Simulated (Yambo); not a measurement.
Yambo run on SrAgSF (space group P4/nmm, No. 129). The wavefunctions are norm-conserving PBEsol (Quantum ESPRESSO, 84 Ry, scalar-relativistic) ones on a 4×4×1 mesh (42 occupied bands); a = 4.109 Å, b = 4.109 Å, c = 9.130 Å, α = 90.00°, β = 90.00°, γ = 90.00°.

Yambo input:

```
rim_cut
HF_and_locXC
RandQpts= 1000000
RandGvec= 1 Ry
EXXRLvcs= 84 Ry
VXCRLvcs= 336 Ry
% QPkrange
 1 | 1 | 42 | 43 |
 3 | 3 | 42 | 43 |
 6 | 6 | 42 | 43 |
%
```

k points by index: 1 = Γ, 3 = X, 6 = M.

The o-*.hf file then holds:

```
#    K-point    Band    Eo [eV]    Ehf [eV]    Vxc [eV]    Vnlxc [eV]
#
    1    42    0.000000    -3.365090    -16.44070    -19.80579
    1    43    1.102430    5.115297    -11.04298    -7.030117
    3    42    -0.497656    -3.998896    -16.07776    -19.57900
    3    43    2.655852    6.942917    -12.25715    -7.970085
    6    42    -1.176278    -6.285778    -21.70500    -26.81450
    6    43    3.331557    7.324231    -12.72970    -8.737024
```
Exchange alone, without screening.

Spin-orbit coupling is not included.

Geometry of the Materials Project entry, not relaxed at this level.

The structure is a Materials Project entry; no match was found in the copy of COD used, and its stability was not checked.
